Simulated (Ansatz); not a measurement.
Relaxed-ion elastic tensor of CaZrN$_{2}$ in space group R-3m (No. 166; Ca on 3a, Zr on 3b, N on 6c) in GPa (Voigt order), the program Ansatz at the PBEsol level (PAW); density 5.09 g/cm³, 12.99 Å³ per atom.

```
 378  88.1  76.0   5.9   0.0   0.0
88.1   378  76.0  -5.9   0.0   0.0
76.0  76.0   344   0.0   0.0   0.0
 5.9  -5.9   0.0   118   0.0   0.0
 0.0   0.0   0.0   0.0   118   5.9
 0.0   0.0   0.0   0.0   5.9   145
```

Question: Is the crystal mechanically stable?

Answer: Yes: the smallest eigenvalue of C is 116 GPa.

Question: Work out the Voigt, Reuss and Hill averages.

Answer: K_V = 176, K_R = 175, K_H = 175; G_V = 133, G_R = 132, G_H = 133 GPa.

Question: Give Young's modulus, Poisson's ratio, Pugh's ratio and the universal anisotropy index.

Answer: E = 9KG/(3K + G) = 318 GPa; ν = 0.20; K/G = 1.32 (brittle by the Pugh limit of 1.75); A_U = 5G_V/G_R + K_V/K_R − 6 = 0.06.

Question: Estimate the sound speeds and the Debye temperature.

Answer: v_l = √((K + 4G/3)/ρ) = 8320 m/s, v_t = √(G/ρ) = 5100 m/s, mean 5630 m/s; Θ = (h/k)(3n/4πV)^(1/3) v_m = 713 K.

Question: Solve the Christoffel equation for the three sound speeds along x, y, z.

Answer: Eigenvalues of C_ijkl n_j n_l equal ρv². In km/s, slowest first: x 4.78, 5.36, 8.62; y 4.80, 5.34, 8.62; z 4.81, 4.81, 8.22.

Question: How much does each axis shrink under pressure?

Answer: Linear compressibilities β_i = Σ_j S_ij (j = 1 to 3): x 1.8, y 1.8, z 2.1 per TPa.

The workflow started from a Materials Project entry (that database holds measured and hypothetical structures alike); the Crystallography Open Database copy checked does not list it. Whether it is the stable phase at ambient conditions was not checked. The PBEsol relaxation kept the symmetry of its start; of distortions, only those at the zone centre were tested. No spin polarisation was allowed.

Potentials: the later of the program's two PAW sets.
